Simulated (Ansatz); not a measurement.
Given:

ZnO:
```
CELL_PARAMETERS angstrom
      2.97724     0.00000     0.00000
     -1.48862     2.57836     0.00000
      0.00000     0.00000     5.12606
ATOMIC_POSITIONS crystal
  Zn 0.00000 0.00000 0.00000
  Zn 0.00000 0.00000 0.50000
  O  0.33333 0.66667 0.25000
  O  0.66667 0.33333 0.75000
```

This is the r²SCAN-relaxed structure. x, y and z are the axes in which the lattice vectors are written.

### Question
All from r²SCAN (plane waves, PAW; program Ansatz), unless another level is named. Give the hole effective mass, band 2 of 2 at the edge.

### Answer
0.46 along x (mₑ).

### Question
Give the HSE06 gap on the r²SCAN cell.

### Answer
2.49 eV.

### Question
Predict the electron effective mass.

### Answer
0.20 mₑ (isotropic).

### Question
Predict the weight of the conduction-edge state by species (Voronoi cells).

### Answer
Zn 56 %, O 44 %.

### Question
What about the valence-band maximum?

### Answer
at Γ.

### Question
Predict the weight of the valence-edge state by species (Voronoi cells).

### Answer
O 75 %, Zn 25 %.

Space group P6_3/mmc (NiAs type). The start of the workflow was typed in or built on a structure type; the Crystallography Open Database copy checked does not list it. It is not the phase usual at ambient conditions (space group No. 186). The r²SCAN relaxation kept the symmetry of its start; whether a distortion lowers the energy is not shown.

Potentials: the earlier of the program's two PAW sets.
